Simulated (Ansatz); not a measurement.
# SiO₂, first-principles data

SiO$_{2}$:
```cif
data_O8Si4
_chemical_formula_sum 'Si4 O8'
_space_group_name_H-M_alt 'P 1'
_space_group_IT_number 1
_cell_length_a 5.03533
_cell_length_b 5.03533
_cell_length_c 8.56589
_cell_angle_alpha 90.000
_cell_angle_beta 90.000
_cell_angle_gamma 120.000
loop_
_space_group_symop_operation_xyz
  'x, y, z'
loop_
_atom_site_label
_atom_site_type_symbol
_atom_site_fract_x
_atom_site_fract_y
_atom_site_fract_z
_atom_site_occupancy
Si1 Si 0.66667 0.33333 0.93705 1
Si2 Si 0.33333 0.66667 0.43705 1
Si3 Si 0.66667 0.33333 0.56295 1
Si4 Si 0.33333 0.66667 0.06295 1
O1 O 0.00000 0.41304 0.00000 1
O2 O 0.58696 0.00000 0.50000 1
O3 O 0.58696 0.58696 0.00000 1
O4 O 0.00000 0.58696 0.50000 1
O5 O 0.41304 0.00000 0.00000 1
O6 O 0.41304 0.41304 0.50000 1
O7 O 0.66667 0.33333 0.75000 1
O8 O 0.33333 0.66667 0.25000 1
```

Space group P6_322 (No. 182); conventional cell a = b = 5.035 Å, c = 8.566 Å, α = β = 90.00°, γ = 120.00°.

Method: the program Ansatz at the r²SCAN level (PAW). The cell and atoms are relaxed at this level. Other levels are named where they apply.

**Cell and energy**

| Item | Value |
|---|---|
| Volume per atom | 15.67 Å³ |
| Density | 2.12 g/cm³ |
| Formation energy from the elements (no fitted shifts) | -2.98 eV/atom |

**Electronic structure**

| Property | Result |
|---|---|
| Band gap | 6.18 eV (indirect) |
| Valence-band maximum | on the Γ–A line, 38 % of the way from Γ |
| Conduction-band minimum | at Γ |
| Smallest direct gap on the standard path | 6.22 eV |
| Electron effective mass | 0.57 mₑ (isotropic) |
| Hole effective mass | 0.98, 2.6, 2.6 mₑ (principal values) |
| HSE06 gap on the r²SCAN cell | 7.32 eV |

**Mechanics**

| Item | Result |
|---|---|
| Bulk modulus (Birch–Murnaghan fit) | 35.5 GPa |
| Pressure derivative B′ | 4.1 |

**Dielectric response**

| Quantity | Result |
|---|---|
| Electronic dielectric constant ε∞ (DFPT) | 2.08 (xx = yy), 2.10 (zz) |
| Born charges (a third of the trace) | Si +3.39, O -1.75 to -1.68 e |

**Phonons**

| Property | Result |
|---|---|
| Highest zone-centre frequency (without LO–TO term) | 1269 cm⁻¹ |
| Zone-centre stability | unstable, softest mode 23i cm⁻¹ |
| Dynamical stability on the path | unstable, down to 63i cm⁻¹ |

**Charges**

| Item | Value |
|---|---|
| Bader charges | Si +3.37, O -1.69 e |

The first step of the workflow began from a Materials Project structure, measured or hypothetical; the Crystallography Open Database copy checked does not list it. It is not the phase usual at ambient conditions (space group No. 92, 152, 154). Symmetry was held in the r²SCAN relaxation. The references are the lowest solids computed at this level, not always the standard phases (solids in place of the gases).

Potentials: the earlier of the program's two PAW sets.
